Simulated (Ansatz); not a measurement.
**Strain response of CsRb**

Method: DFT PBEsol, scalar-relativistic, plane waves, PAW (Ansatz 0.2.0). (420 eV cutoff, 8×6×6 k-mesh, Gaussian smearing of 0.10 eV, no spin polarisation)

Starting point, cell and atoms relaxed:

```
CELL_PARAMETERS angstrom
5.83563 0.00000 0.00000
0.00000 8.21661 0.00000
0.00000 0.00000 8.09175
ATOMIC_POSITIONS crystal
Cs 0.00000 0.00000 0.00000
Cs 0.50000 0.50000 0.00000
Rb 0.50000 0.00000 0.50000
Rb 0.00000 0.50000 0.50000
```

Deformation: c alone is stretched, the rest of the cell is held and the atoms relax, all within the symmetry that the strain leaves. Energies are extrapolated to zero smearing.

| strain (%) | ΔE (meV/atom) | a (Å) | b (Å) | c (Å) |
| --- | --- | --- | --- | --- |
| -3.0 | 1.4 | 5.836 | 8.217 | 7.849 |
| -2.0 | 0.7 | 5.836 | 8.217 | 7.930 |
| -1.0 | 0.2 | 5.836 | 8.217 | 8.011 |
| +0.0 | 0.0 | 5.836 | 8.217 | 8.092 |
| +1.0 | 0.0 | 5.836 | 8.217 | 8.173 |
| +2.0 | 0.3 | 5.836 | 8.217 | 8.254 |
| +3.0 | 0.8 | 5.836 | 8.217 | 8.335 |

Question: What stiffness (1/V) d²E/dε² at zero strain does a cubic fit over all points give?

Answer: A cubic fit gives (1/V) d²E/dε² = 4 GPa at zero strain (the elastic constant along c at held a and b).